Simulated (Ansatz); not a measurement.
Li4Ge2B: reading a single point

```
Ge B Li
1.0
     4.52004    0.00000    0.00000
    -2.26002    3.91447    0.00000
    -2.26002    1.30482    6.18835
Ge B Li
2 1 4
Direct
  0.40695 0.59305 0.22085
  0.26645 0.73355 0.79935
  0.12440 0.87560 0.37320
  0.83600 0.16400 0.50800
  0.70060 0.29940 0.10180
  0.99670 0.00330 0.99010
  0.54100 0.45900 0.62300
```

Method: r2SCAN, no spin polarisation; PAW, plane waves to 500 eV, 8×8×8 Γ-centred mesh, fermi-dirac occupations (width 0.1 eV) (Ansatz 0.2.0), atoms fixed.

Is the cell too large or too small?

The pressure is -4.9 GPa (compression positive), so with the atoms held at these fractions the cell would first shrink. The principal stresses -6.4, -6.4, -1.9 GPa differ, so its shape would change too.

Give the Bader charges.

Bader charges in e: Li +0.86, Ge -1.57 to -0.90, B -0.97. In the mean Li gives up most and Ge takes most.

What do density and ELF say about some of the short contacts?

B–Li at 2.37 Å: least valence density 0.11 e/Å³ and ELF 0.04 there. Ge–Li at 2.49 Å: least valence density 0.12 e/Å³ and ELF 0.04 there. Li–Li at 2.51 Å: least valence density 0.05 e/Å³ and ELF 0.09 there. Both are smooth PAW fields, read partly inside the augmentation spheres.

Where is the largest force?

The largest is on Ge2: 0.74 eV/Å, components (0.00, 0.00, -0.74). It makes 180° with the line to a nearest neighbour, Ge1 at 2.61 Å, pointing away from it.

Is there a gap?

It is a metal, with about 2.8 states/eV a cell as the mean within 0.25 eV of the Fermi level, mostly Ge p (44 %) and B p (26 %).

Is it stable against the elements?

0.17 eV an atom against the elements' usual phases (free molecules for gases, crystals otherwise, with no correction for O₂ or N₂), so at this geometry it isn't bound against them. Relaxing would lower it.

Origin: a database entry at a rescaled volume.
